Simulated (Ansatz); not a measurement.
BN:
```xyz
8
Lattice="2.5480 0.0000 0.0000 -1.2740 2.2066 0.0000 0.0000 0.0000 8.3753" Properties=species:S:1:pos:R:3 pbc="T T T"
B      0.0000     0.0000     8.3734
B      0.0000     0.0000     4.1857
B      1.2740     0.7355     6.2854
B      0.0000     1.4711     2.0978
N      0.0000     0.0000     6.8105
N      0.0000     0.0000     2.6229
N      1.2740     0.7355     4.7088
N      0.0000     1.4711     0.5212
```

Cartesian axes are those of the cell as given.

Question: Give the proper piezoelectric stress tensor with relaxed ions from r²SCAN in the plane-wave PAW code Ansatz.

Answer: In C/m², rows x, y, z, Voigt columns; mesh uncertainty up to 0.00.
```
 0.00   0.00   0.00   0.00  -0.48   0.00
 0.00   0.00   0.00  -0.48   0.00   0.00
-0.50  -0.50   1.16   0.00   0.00   0.00
```

The elastic tensor of the same run (GPa):

```
 967   138  69.5   0.0   0.0   0.0
 138   967  69.5   0.0   0.0   0.0
69.5  69.5  1040   0.0   0.0   0.0
 0.0   0.0   0.0   361   0.0   0.0
 0.0   0.0   0.0   0.0   361   0.0
 0.0   0.0   0.0   0.0   0.0   415
```

Question: Convert to strain constants d = e·S.

Answer: In pC/N:
```
 0.0   0.0   0.0   0.0  -1.3   0.0
 0.0   0.0   0.0  -1.3   0.0   0.0
-0.5  -0.5   1.2   0.0   0.0   0.0
```

Space group P6_3mc. The cell is a constructed one: a structure type filled with these elements. Its sites differ from those of the usual phase in this space group: another stacking or structure type. The r²SCAN relaxation kept the symmetry of its start; phonons on a q-mesh show no instability.

Potentials: the later of the program's two PAW sets.
